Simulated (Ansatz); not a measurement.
Ansatz (a quantum-chemistry and plane-wave program) input:

Ansatz 0.2 input:
```yaml
crystal:
  lattice:
    - [4.1566491709, 0.0, 0.0]
    - [-2.0783245854, 3.5997637766, 0.0]
    - [0.0, 0.0, 5.8587105573]
  atoms:
    - { symbol: La, position: [0.3333333333, 0.6666666667, 0.9947072839] }
    - { symbol: La, position: [0.6666666667, 0.3333333333, 0.4947072839] }
    - { symbol: N, position: [0.3333333333, 0.6666666667, 0.4152927161] }
    - { symbol: N, position: [0.6666666667, 0.3333333333, 0.9152927161] }
kpoints:
  mp_grid: { grid: [8, 8, 5] }
hamiltonian:
  xc: r2scan
  pseudopotentials: { kind: paw }
scf:
  occupations: { method: fixed }
phonons:
  method: dfpt
  response_accuracy: low
  eigenvectors: true
  rigid_motions: translations
  dielectric: true
  raman: true
```

Output (shortened):

```
Pseudopotential: La, paw, valence charge 11
Pseudopotential: N, paw, valence charge 5
Functional definition: r2SCAN
Crystal: 4 atoms, lattice volume = 87.664 Å³
Basis set: ecut = 500 eV, 2223 PW (Γ), exchange–correlation on 160×160×240 points (125 copies of the dense FFT grid, shifted against one another)
Bands: 20, of which v1, the nominal top of the filled ones, is band 16 counted from 1 (15 counted from 0)
Symmetry: 12 space group operations
k-points: 93 of 320 (irreducible under 2 space group operations, time reversal used)
SCF iter   1: F=—  HF=-13304.898981 eV  |F-HF|=—  |Δ(HF+E_count)|=         —  Δρ=1.16e-2  dr2=1.86e-1  dr2_τ=1.60e-1  ethr=1.77e-3  ⟨swp⟩=4.8  Hψ=8831  notcnv=0  defer=143
preconditioner: auto → Resta (q_TF=auto, 2.306 Å⁻¹)
SCF iter   2: F=—  HF=-13304.999828 eV  |F-HF|=—  |Δ(HF+E_count)|=   1.01e-1  Δρ=6.29e-3  dr2=1.88e-2  dr2_τ=7.35e-3  ethr=5.81e-4  ⟨swp⟩=4.0  Hψ=4699  notcnv=0  defer=151
SCF iter   3: F=—  HF=-13304.996881 eV  |F-HF|=—  |Δ(HF+E_count)|=   2.95e-3  Δρ=2.38e-3  dr2=4.99e-3  dr2_τ=5.44e-4  ethr=5.86e-5  ⟨swp⟩=3.4  Hψ=3312  notcnv=0  defer=180
SCF iter   4: F=—  HF=-13304.996412 eV  |F-HF|=—  |Δ(HF+E_count)|=   4.69e-4  Δρ=7.04e-4  dr2=2.80e-4  dr2_τ=3.18e-5  ethr=1.56e-5  ⟨swp⟩=3.5  Hψ=3455  notcnv=0  defer=184
SCF iter   5: F=—  HF=-13304.996487 eV  |F-HF|=—  |Δ(HF+E_count)|=   7.44e-5  Δρ=2.02e-4  dr2=5.49e-5  dr2_τ=2.98e-6  ethr=8.74e-7  ⟨swp⟩=2.5  Hψ=3530  notcnv=0  defer=184
SCF iter   6: F=—  HF=-13304.996488 eV  |F-HF|=—  |Δ(HF+E_count)|=   1.16e-6  Δρ=3.14e-5  dr2=1.08e-6  dr2_τ=1.60e-8  ethr=1.72e-7  ⟨swp⟩=2.1  Hψ=2607  notcnv=0  defer=174
SCF iter   7: F=—  HF=-13304.996489 eV  |F-HF|=—  |Δ(HF+E_count)|=   9.01e-7  Δρ=4.22e-6  dr2=2.45e-8  dr2_τ=2.17e-9  ethr=3.38e-9  ⟨swp⟩=2.7  Hψ=3261  notcnv=0  defer=168
SCF iter   8: F=—  HF=-13304.996489 eV  |F-HF|=—  |Δ(HF+E_count)|=   2.65e-9  Δρ=7.73e-7  dr2=8.25e-10  dr2_τ=1.20e-11  ethr=7.65e-11  ⟨swp⟩=2.0  Hψ=2544  notcnv=0  defer=168
SCF iter   9: F=-13304.996489 eV  HF=-13304.996489 eV  |F-HF|=7.28e-12  |Δ(HF+E_count)|=  4.18e-11  Δρ=1.14e-7  dr2=1.48e-11  dr2_τ=3.59e-13  ethr=1.00e-12  ⟨swp⟩=12.7  Hψ=13323  notcnv=0
SCF 1 converged in 9 iterations: F = -13304.996489 eV  dr2 = 1.48e-11
NSCF: frozen V_eff on 5 k-points
DFPT response loops at Γ: preconditioner auto → Resta (q_TF=auto, 2.306 Å⁻¹)  ε∞=6.4 (no band partly filled) …
── the response to a field inside a basis, on 8×8×6 k-points: an SCF that follows is theirs, and a resumed run solves both again ──
Crystal: 4 atoms, lattice volume = 87.664 Å³
Bands: 17, of which v1, the nominal top of the filled ones, is band 16 counted from 1 (15 counted from 0)
k-points: 60 of 384 (irreducible under 4 space group operations, time reversal used)
SCF iter   1: F=—  HF=-13304.983712 eV  |F-HF|=—  |Δ(HF+E_count)|=         —  Δρ=1.45e-4  dr2=3.68e-6  dr2_τ=3.82e-6  ethr=1.00e-1
preconditioner: auto → Resta (q_TF=auto, 2.306 Å⁻¹)
SCF iter   2: F=—  HF=-13304.983721 eV  |F-HF|=—  |Δ(HF+E_count)|=   8.99e-6  Δρ=7.91e-5  dr2=9.72e-7  dr2_τ=8.22e-7  ethr=1.15e-8
SCF iter   3: F=—  HF=-13304.983724 eV  |F-HF|=—  |Δ(HF+E_count)|=   2.96e-6  Δρ=2.59e-5  dr2=6.29e-7  dr2_τ=1.11e-7  ethr=3.04e-9
SCF iter   4: F=—  HF=-13304.983724 eV  |F-HF|=—  |Δ(HF+E_count)|=   2.73e-8  Δρ=3.08e-6  dr2=5.92e-9  dr2_τ=5.72e-10  ethr=1.97e-9
SCF iter   5: F=—  HF=-13304.983724 eV  |F-HF|=—  |Δ(HF+E_count)|=   4.01e-8  Δρ=5.80e-7  dr2=2.59e-10  dr2_τ=3.12e-11  ethr=1.85e-11
SCF iter   6: F=-13304.983724 eV  HF=-13304.983724 eV  |F-HF|=5.46e-12  |Δ(HF+E_count)|=   4.37e-9  Δρ=1.26e-7  dr2=2.05e-11  dr2_τ=5.77e-13  ethr=1.00e-12
SCF 1 converged in 6 iterations: F = -13304.983724 eV  dr2 = 2.05e-11
DFPT response loops at Γ: preconditioner auto → Resta (q_TF=auto, 2.306 Å⁻¹)  ε∞=6.0 (no band partly filled) …
DFPT response loops at Γ: mixed as the last ones told, above
SCF converged after 9 iterations
Free energy (F): -13304.996489 eV
Harris-Foulkes:  -13304.996489 eV  (|F-HF|=7.28e-12)
Internal energy: -13304.996489 eV  (E = F + TS)
E sigma→0 (E₀):  -13304.996489 eV
Fermi energy:    9.476821 eV
--- Per-component energies (eV) ---
  E_band       = -79.260028
  E_kinetic    = 644.677343
  E_local      = -1153.965950  (includes V_loc(G=0)·N_el)
  E_nonlocal   = 278.768409
  E_hartree    = 390.504278
  E_xc         = -385.336842
  E_vxc        = -492.837001  (∫ρ·V_xc dr)
  E_paw        = -11132.121373  (= ΣΔE_a)
  E_vpaw       = -163.565487  (= ΣTr[D̂ρ^β])
  E_aug_tail   = 0.000037  (compensation charges beyond the density's cutoff)
  E_vtau       = 26.653992  (kinetic-family band-sum trace: ∫τ·v_τ [+ j·A + Jᵃ·Aᵃ] dr)
  E_ewald      = -1947.600286
  E_core_change = 0.077896  (= ΣΔE_core)
  E_smearing   =  0.000000  (= −TS)
  E_closure    =  0.000000  (closes the sum)
  Σ components = -13304.996489   (vs F -13304.996489, Δ=0.00e0)
  [band-id]    e_kinetic+e_local+e_nonlocal+2·e_hartree+e_vxc+e_vpaw+e_augmentation_tail+e_vtau = -79.260102   (vs E_band -79.260028, Δ=-7.41e-5)
--- Band table (eV; the first three rows and the last of 93) ---
  k-point 0: bands = ["-22.7240", "-22.4940", "-7.2343", "-5.9590", "-5.9590", "-5.6600", "-5.6600", "-5.5253", "-3.2144", "-2.8131", "7.0363", "7.0363", "7.7029", "7.7029", "8.0022", "9.0421", "10.9469", "12.5914", "12.5914", "13.0873"]
  k-point 1: bands = ["-22.7026", "-22.5166", "-7.1281", "-5.9311", "-5.9311", "-5.8028", "-5.6893", "-5.6893", "-3.0001", "-2.7471", "7.0713", "7.0713", "7.6069", "7.6069", "7.6886", "8.5887", "11.2845", "12.7798", "12.7798", "12.8704"]
  k-point 2: bands = ["-22.6460", "-22.5750", "-6.8171", "-6.3370", "-5.8575", "-5.8575", "-5.7652", "-5.7652", "-2.7023", "-2.6414", "7.1900", "7.1900", "7.3925", "7.3925", "7.4333", "7.8008", "11.8490", "12.4034", "13.1452", "13.1452"]
  k-point 92: bands = ["-22.5568", "-22.5329", "-7.5439", "-7.4738", "-6.2205", "-6.0680", "-5.8289", "-5.7002", "-1.5783", "-1.5572", "7.1384", "7.2607", "7.8659", "7.9609", "8.4459", "8.8419", "11.9647", "12.0016", "13.2085", "13.3142"]
--- Phonons (Γ-DFPT): 4 representative perturbations + reference, on 93 of 320 k-points (Σ response iterations 27) ---
  ASR residual: 3.679e-4 → 0.000e0 eV/Å²; symmetrization residual: 7.025e-5 eV/Å²
  ASR residual per site (eV/Å²): 1.79e-4 1.79e-4 3.68e-4 3.68e-4
  Γ frequencies (cm⁻¹): 0.00 0.00 0.00 94.31 94.31 191.21 281.57 322.64 322.64 347.00 347.00 387.76
  ε∞ (high-frequency dielectric tensor):
        6.601386     0.000000     0.000000
        0.000000     6.601386     0.000000
        0.000000     0.000000     6.432752
  ε⁰ (static dielectric tensor: ions relaxed, cell fixed):
       15.964202     0.000000     0.000000
        0.000000    15.964202     0.000000
        0.000000     0.000000    20.336810
  ε⁰ − ε∞ (ionic part):
        9.362815     0.000000     0.000000
        0.000000     9.362815     0.000000
        0.000000     0.000000    13.904057
  softest optical mode at Γ: 94.31 cm⁻¹; the repairs (sum rule, projections) moved no ω² at Γ by more than (4.85 cm⁻¹)²
  Born effective charges Z* (e; rows j = field, columns β = displacement):
    site 0:
         3.57462    0.00000    0.00000
         0.00000    3.57462    0.00000
         0.00000    0.00000    3.53473
    site 1:
         3.57462    0.00000    0.00000
         0.00000    3.57462    0.00000
         0.00000    0.00000    3.53473
    site 2:
        -3.57462    0.00000    0.00000
         0.00000   -3.57462    0.00000
         0.00000    0.00000   -3.53473
    site 3:
        -3.57462    0.00000    0.00000
         0.00000   -3.57462    0.00000
         0.00000    0.00000   -3.53473
  Z* charge neutrality: 9.541e-3 e pre-enforcement
  solved inside a basis spanned on kpoints, on 8×8×6 k-points: ε∞ is read to err by 3.2e-2, Z* by 2.0e-2 e (field_mesh: kpoints solves on kpoints) …
  Raman tensors (in the event stream and the table raman_tensors.tsv) …
  optical modes at Γ without the LO–TO term, one row a degenerate level:
      ω (cm⁻¹)  modes    IR ((D/Å)²/amu)  static Raman (Å⁴/amu)  depolarisation
         94.31      2             0.0000                 0.1230           0.750
        191.21      1             0.0000                 0.0000               —
        281.57      1            45.3089               424.4546           0.552
        322.64      2             0.0000              1018.9806           0.750
        347.00      2            92.6743                73.8631           0.750
        387.76      1             0.0000                 0.0000               —
  optical modes at Γ + LO–TO along q̂ = [1.0000, 0.0000, 0.0000]:
      ω (cm⁻¹)  modes    IR ((D/Å)²/amu)  static Raman (Å⁴/amu)  depolarisation
         94.31      2             0.0000                 0.1230           0.750
        191.21      1             0.0000                 0.0000               —
        281.57      1            45.3089               424.4546           0.552
        322.64      2             0.0000              1018.9806           0.750
        347.00      1            46.3372                36.9316           0.750
        387.76      1             0.0000                 0.0000               —
        539.62      1            46.3372                 3.2063           0.750
  optical modes at Γ + LO–TO along q̂ = [0.0000, 1.0000, 0.0000]:
      ω (cm⁻¹)  modes    IR ((D/Å)²/amu)  static Raman (Å⁴/amu)  depolarisation
         94.31      2             0.0000                 0.1230           0.750
        191.21      1             0.0000                 0.0000               —
        281.57      1            45.3089               424.4546           0.552
        322.64      2             0.0000              1018.9806           0.750
        347.00      1            46.3372                36.9316           0.750
        387.76      1             0.0000                 0.0000               —
        539.62      1            46.3372                 3.2063           0.750
  optical modes at Γ + LO–TO along q̂ = [0.0000, 0.0000, 1.0000]:
      ω (cm⁻¹)  modes    IR ((D/Å)²/amu)  static Raman (Å⁴/amu)  depolarisation
         94.31      2             0.0000                 0.1230           0.750
        191.21      1             0.0000                 0.0000               —
        322.64      2             0.0000              1018.9806           0.750
        347.00      2            92.6743                73.8631           0.750
        387.76      1             0.0000                 0.0000               —
        500.65      1            45.3089               116.3491           0.026
```

Cost: roughly 25 core-minutes on shared cores.

Space group P6_3mc. The workflow started from a Materials Project entry (that database holds measured and hypothetical structures alike); the Crystallography Open Database copy checked does not list it. COD files the formula under space group No. 225. Its standing as an ambient phase is unchecked. The r²SCAN relaxation kept the symmetry of its start; whether a distortion lowers the energy is not shown. Spin–orbit coupling is left out wherever it is not named.

Potentials: the later of the program's two PAW sets.

Ansatz is a plane-wave DFT program.
